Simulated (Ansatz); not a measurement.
Problem. Name crystals whose computed values (plane-wave PAW r²SCAN (Ansatz code)) fall in these windows: HSE06 gap (eV) 3.9 to 5.0; B₀ by P(V) fit (GPa) 21 to 26.

Solution. 

```json
[
 {"crystal": "K2LiBiCl6, Fm-3m (K on 8c, Li on 4b, Bi on 4a, Cl on 24e)", "HSE06 gap (eV)": "4.54", "B₀ by P(V) fit (GPa)": "23.1"},
 {"crystal": "Rb2NaInCl6, Fm-3m (Rb on 8c, Na on 4b, In on 4a, Cl on 24e)", "HSE06 gap (eV)": "4.58", "B₀ by P(V) fit (GPa)": "23.4"}
]
```
Others may fit too.

Standing as an ambient phase not checked: K2LiBiCl6, Fm-3m (K on 8c, Li on 4b, Bi on 4a, Cl on 24e); Rb2NaInCl6, Fm-3m (Rb on 8c, Na on 4b, In on 4a, Cl on 24e). All cells were relaxed under the symmetry of their starts (and spin orders); stability against distortions was not tested throughout. Spin–orbit coupling is left out wherever it is not named.

Potentials: the later of the program's two PAW sets.
